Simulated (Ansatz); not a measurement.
Sr$_{2}$Mn$_{6}$P$_{5}$ single point

input.yaml (Ansatz 0.2.0)

```yaml
crystal:
  lattice:
    - [0.0, 4.139363, 0.0]
    - [4.139363, 0.0, 0.0]
    - [2.069682, 2.069682, -12.394254]
  atoms:
    - { symbol: Sr, position: [0.35112, 0.35112, 0.29776] }
    - { symbol: Sr, position: [0.64888, 0.64888, 0.70224] }
    - { symbol: Mn, position: [0.05213, 0.55213, 0.89574] }
    - { symbol: Mn, position: [0.55213, 0.05213, 0.89574] }
    - { symbol: Mn, position: [0.94787, 0.44787, 0.10426] }
    - { symbol: Mn, position: [0.44787, 0.94787, 0.10426] }
    - { symbol: Mn, position: [0.75, 0.25, 0.5] }
    - { symbol: Mn, position: [0.25, 0.75, 0.5] }
    - { symbol: P, position: [0.5, 0.5, 0.0] }
    - { symbol: P, position: [0.10411, 0.10411, 0.79178] }
    - { symbol: P, position: [0.89589, 0.89589, 0.20822] }
    - { symbol: P, position: [0.19803, 0.19803, 0.60394] }
    - { symbol: P, position: [0.80197, 0.80197, 0.39606] }
  symmetry: { tolerance: 0.0003 }
kpoints:
  mp_grid: { grid: [6, 6, 6], shift: [0, 0, 0] }
  band_path:
    path:
      - [0.0, 0.0, 0.0]
      - [0.5, 0.5, 0.5]
      - [0.5, 0.5, 0.25]
      - [0.0, 0.5, 0.0]
      - [0.0, 0.0, 0.0]
      - [0.0, 0.0, -0.5]
      - [0.0, 0.48605764, -0.25697118]
      - [0.0, 0.51394236, 0.25697118]
      - [0.0, 0.0, 0.0]
      - [0.5, 0.5, 0.5]
      - [0.48605764, 0.51394236, 0.5]
    npoints: 6
magnetization:
  spin_polarized: false
scf:
  occupations: { method: methfessel_paxton, width: 0.0266 }
  lower_state_search: "off"
  max_iter: 200
hamiltonian:
  pseudopotentials: { kind: paw }
  xc: r2scan
basis:
  ecutwfc: 500
  fft_grid_basis: typed
output:
  forces: true
  stress: true
  eigenvalues: true
  populations: true
  elf: true
  write_potential: true
  volumetric_format: npy
  dos:
    e_range: [-12, 8]
    de: 0.05
    projected: { site_lists: { Mn: [Mn], P: [P], Sr: [Sr] } }
checkpoint:
  read: saved_state
```

Run as

```sh
ansatz run input.yaml --threads 1 --pin off --max-ram 2560MiB --backend cpu --events-out ev --progress --plain --runs-dir out
```

The saved state is an earlier solution for the same cell, perhaps on another mesh. 

Parts of the output:

```
Pseudopotentials: kind: paw
Pseudopotential: Sr, paw, valence charge 10, recommended cutoff 500 eV (meta_gga), Sr.paw.azcp
Pseudopotential: Mn, paw, valence charge 15, recommended cutoff 500 eV (meta_gga), Mn.paw.azcp
Pseudopotential: P, paw, valence charge 5, recommended cutoff 500 eV (meta_gga), P.paw.azcp
Functional definition: r2SCAN
  exchange = r2scan_x(k0 = k0, k1 = k1, a1 = a1)
  correlation = r2scan_c
Crystal: 13 atoms, lattice volume = 212.367 Å³
Basis set: ecut = 500 eV, 5397 PW (Γ), exchange–correlation on 128×128×384 points (64 copies of the dense FFT grid, shifted against one another)
Bands: 81, of which v1, the nominal top of the filled ones, is band 68 counted from 1 (67 counted from 0)
Symmetry: 16 space group operations
Space group: I4/mmm (ITA 139), of the structure as read, at distance tolerance 1.8e-3 Å
k-points: 30 of 216
Initial density: read from a saved state, or passed on in memory by an earlier SCF of this step, an earlier step, the calling program or the single point that the run made first
Functional: x = r2scan, c = r2scan; τ floored in thin density (d = 2e-4 eV/Å³)
SCF iter   1: F=—  Δρ=8.43e-3  dr2=3.00e-1  dr2_τ=1.41e-2
SCF iter   2: F=—  S|Δr|=    0.00e0  Δρ=4.97e-2  dr2=1.59e1  dr2_τ=6.87e-2  recentre
SCF iter   3: F=—  S|Δr|=    0.00e0  Δρ=7.39e-3  dr2=2.25e-1  dr2_τ=8.38e-3  defer=136
SCF iter   4: F=—  S|Δr|=    0.00e0  Δρ=5.09e-3  dr2=1.25e-2  dr2_τ=6.54e-3  defer=145
SCF iter   5: F=—  S|Δr|=    0.00e0  Δρ=3.49e-3  dr2=9.73e-3  dr2_τ=2.71e-3  defer=178
SCF iter   6: F=—  S|Δr|=    0.00e0  Δρ=1.64e-3  dr2=3.21e-3  dr2_τ=4.13e-4  defer=178
SCF iter   7: F=—  S|Δr|=    0.00e0  Δρ=1.29e-3  dr2=8.95e-3  dr2_τ=6.87e-5  defer=178  recentre
SCF iter   8: F=—  S|Δr|=    0.00e0  Δρ=1.09e-3  dr2=3.50e-3  dr2_τ=1.01e-4  defer=178
SCF iter   9: F=—  S|Δr|=    0.00e0  Δρ=4.48e-4  dr2=6.01e-4  dr2_τ=5.33e-6  defer=178
SCF iter  10: F=—  S|Δr|=    0.00e0  Δρ=2.31e-4  dr2=3.22e-4  dr2_τ=1.98e-6  defer=178
SCF iter  11: F=—  S|Δr|=    0.00e0  Δρ=5.34e-5  dr2=6.22e-6  dr2_τ=2.93e-7  defer=178
SCF iter  12: F=—  S|Δr|=    0.00e0  Δρ=3.60e-5  dr2=1.09e-5  dr2_τ=5.02e-8  defer=178
SCF iter  13: F=—  S|Δr|=    0.00e0  Δρ=2.13e-5  dr2=3.75e-6  dr2_τ=2.24e-8  defer=178
SCF iter  14: F=—  S|Δr|=    0.00e0  Δρ=3.03e-5  dr2=6.47e-6  dr2_τ=2.45e-8  defer=178
SCF iter  15: F=—  S|Δr|=    0.00e0  Δρ=1.49e-5  dr2=1.48e-6  dr2_τ=7.08e-9  defer=178
SCF iter  16: F=—  S|Δr|=    0.00e0  Δρ=1.09e-5  dr2=9.19e-7  dr2_τ=5.48e-9  defer=178
SCF iter  17: F=-34331.3103 eV  S|Δr|=    0.00e0  Δρ=1.50e-6  dr2=2.87e-9  dr2_τ=2.36e-10
Free energy (F): -34331.3103 eV
Harris-Foulkes:  -34331.3103 eV  (|F-HF|=6.69e-10)
Internal energy: -34331.3088 eV  (E = F + TS)
E sigma→0 (E₀):  -34331.3099 eV
Entropy (-TS):   -0.0014 eV (-0.111 meV/atom)
Fermi energy:    12.3719 eV
--- Per-component energies (eV) ---
  E_band       = -1711.0393
  E_kinetic    = 2693.1518
  E_local      = -16628.4471  (includes V_loc(G=0)·N_el)
  E_nonlocal   = 2016.8076
  E_hartree    = 6888.4308
  E_xc         = -1280.3940
  E_vxc        = -1654.5643  (∫ρ·V_xc dr)
  E_paw        = -16170.4472  (= ΣΔE_a)
  E_vpaw       = -2014.5195  (= ΣTr[D̂ρ^β])
  E_aug_tail   =  0.0000  (compensation charges beyond the density's cutoff)
  E_vtau       = 99.6711  (kinetic-family band-sum trace: ∫τ·v_τ [+ j·A + Jᵃ·Aᵃ] dr)
  E_ewald      = -11847.9661
  E_core_change = -2.4445  (= ΣΔE_core)
  E_smearing   = -0.0014  (= −TS)
--- Forces (eV/Å), atoms counted from 1 ---
  atom   1  Sr     0.0000     0.0000    -0.2432
  atom   2  Sr     0.0000     0.0000     0.2432
  atom   3  Mn     0.0000     0.0000    -0.9840
  atom   4  Mn     0.0000     0.0000    -0.9840
  atom   5  Mn     0.0000     0.0000     0.9840
  atom   6  Mn     0.0000     0.0000     0.9840
  atom   7  Mn     0.0000     0.0000     0.0000
  atom   8  Mn     0.0000     0.0000     0.0000
  atom   9  P      0.0000     0.0000     0.0000
  atom  10  P      0.0000     0.0000    -2.4937
  atom  11  P      0.0000     0.0000     2.4937
  atom  12  P      0.0000     0.0000     3.0430
  atom  13  P      0.0000     0.0000    -3.0430
--- Stress (GPa, compression-positive) ---
      -20.3574       0.0000       0.0000
        0.0000     -20.3574       0.0000
        0.0000       0.0000     -11.3039
  P = ⅓ Tr σ = -17.3395 GPa (-173.395 kbar)
--- Löwdin populations: 13 sites ---
  site symbol       q [e]
     0     Sr      8.4674
     1     Sr      8.4674
     2     Mn     14.6850
     3     Mn     14.6850
     4     Mn     14.6850
     5     Mn     14.6850
     6     Mn     14.7420
     7     Mn     14.7420
     8      P      5.3588
     9      P      5.5381
    10      P      5.5381
    11      P      5.5140
    12      P      5.5140
  spilling = 0.0176 (of n_electrons = 135.0000)
```

Origin: a known structure type with other elements, at an estimated volume, so it need not be a known compound. Caveats: no spin polarisation, so a magnetic state may lie lower; atoms or cell far from equilibrium.
